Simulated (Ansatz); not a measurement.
Ta2BN:
```
Ta2BN
1.0
    1.58013     0.91229     5.18288
   -1.58013     0.91229     5.18288
    0.00000    -1.82457     5.18288
Ta N B
2 1 1
Cartesian
  0.00000   0.00000  11.62450
  0.00000   0.00000   3.92414
  0.00000   0.00000   7.77432
  0.00000   0.00000   0.00000
```

Relaxed with PBEsol. Special points in fractions of this cell's reciprocal vectors: Γ (0.000, 0.000, 0.000); T (0.500, 0.500, 0.500); H2 (0.813, 0.187, 0.500); H0 (0.500, -0.187, 0.187); L (0.500, 0.000, 0.000); S0 (0.344, -0.344, 0.000); S2 (0.656, 0.000, 0.344); F (0.500, 0.000, 0.500).

Question: List the band energies nearest the Fermi level at these points for plane-wave PAW PBEsol with spin–orbit coupling (Ansatz code).

Answer: In eV from the Fermi level; about four levels below and three above (degenerate sets whole), none deeper than 8.9 eV; points with the same levels are listed once.

```
k                     below                above
--  -----------------------  -------------------
Γ   -0.51 -0.51 -0.51 -0.51  0.83 0.83 0.83 0.83
T   -3.06 -3.06 -2.86 -2.86  0.14 0.14 0.16 0.16
H2  -4.34 -4.34 -3.21 -3.21  0.06 0.06 0.87 0.87
L   -2.68 -2.68 -1.30 -1.30  0.40 0.40 3.18 3.18
S0  -4.28 -4.28 -3.24 -3.24  0.11 0.11 1.53 1.53
F   -1.86 -1.86 -1.32 -1.32  2.69 2.69 2.81 2.81
```

Space group R-3m. The start of the workflow was typed in or built on a structure type; neither database checked (COD, Materials Project) lists it. Whether it is the stable phase at ambient conditions was not checked. The cell was relaxed with PBEsol under the symmetry of its start; its stability against distortions is not shown here. The run is not spin-polarised.

Potentials: the earlier of the program's two PAW sets. The files were generated under PBE; for other functionals the program regenerates the frozen cores, and for LDA and PBEsol the local potential too.
